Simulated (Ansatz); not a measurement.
## Computed properties of Nb₃Au

Nb₃Au:
```xyz
4
Lattice="1.7185 -2.1759 0.0000 1.7185 2.1759 0.0000 0.0000 0.0000 9.2290" Properties=species:S:1:pos:R:3 pbc="T T T"
Nb     1.7185     0.0000     6.9369
Nb     1.7185     0.0000     2.2921
Nb     0.0000     0.0000     4.6145
Au     0.0000     0.0000     0.0000
```

Space group Cmmm (No. 65); conventional cell a = 3.437 Å, b = 4.352 Å, c = 9.229 Å, α = 90.00°, β = 90.00°, γ = 90.00°.

Method: the program Ansatz at the PBEsol level (PAW). Geometry: relaxed at this level of theory. Other levels are named where they apply.

### Cell and energy

```json
{
  "volume_per_atom": "17.26 Å³",
  "density": "11.44 g/cm³",
  "Formation energy from the elements (no fitted shifts)": "-0.11 eV/atom"
}
```

### Electronic structure

```json
{
  "electronic_character": "metallic (no gap)",
  "Density of states at the Fermi level": "0.69 states/eV per atom (mean over ±0.08 eV)",
  "Gap with spin–orbit coupling": "none (metallic)"
}
```

### Mechanics

```json
{
 "Bulk modulus (Birch–Murnaghan fit)": "189 GPa",
 "Pressure derivative B′": "4.3",
 "Elastic constants (relaxed ions, GPa)": "C11 = 239, C22 = 267, C33 = 303, C12 = 163, C13 = 157, C23 = 131, C44 = 43.5, C55 = 81.4, C66 = 46.3",
 "mechanical_stability": "stable (all eigenvalues of C positive)",
 "hill_bulk_and_shear_moduli": "190 and 55.6 GPa",
 "Young's modulus": "152 GPa",
 "Poisson's ratio": "0.37",
 "debye_temperature_from_the_elastic_constants": "286 K"
}
```

### Phonons

```json
{
 "highest_zone_centre_frequency": "220 cm⁻¹",
 "zone_centre_stability": "no imaginary mode at Γ"
}
```

The workflow started from a Materials Project entry (that database holds measured and hypothetical structures alike); the Crystallography Open Database copy checked does not list it. COD files the formula under space group No. 223. With Nb and Au taken as one species the cell has the higher symmetry I4/mmm, so it may be an ordered model of a mixed-site phase. Whether it is the stable phase at ambient conditions was not checked. The PBEsol relaxation kept the symmetry of its start. No spin polarisation was allowed. As this level gives no gap, shear constants depend on the k-mesh and smearing (Fermi–Dirac, 0.1 eV here). As this level gives no gap, phonon frequencies hold no LO–TO term and depend on the k-mesh and smearing (Fermi–Dirac, 0.1 eV here). Axis ratios of metals converge slowly with the k-mesh, so a and c are less sure than the volume. The references are the lowest solids computed at this level, not always the standard phases. Scalar-relativistic: spin–orbit coupling is off unless named, which matters more the heavier the elements.

Potentials: the later of the program's two PAW sets.
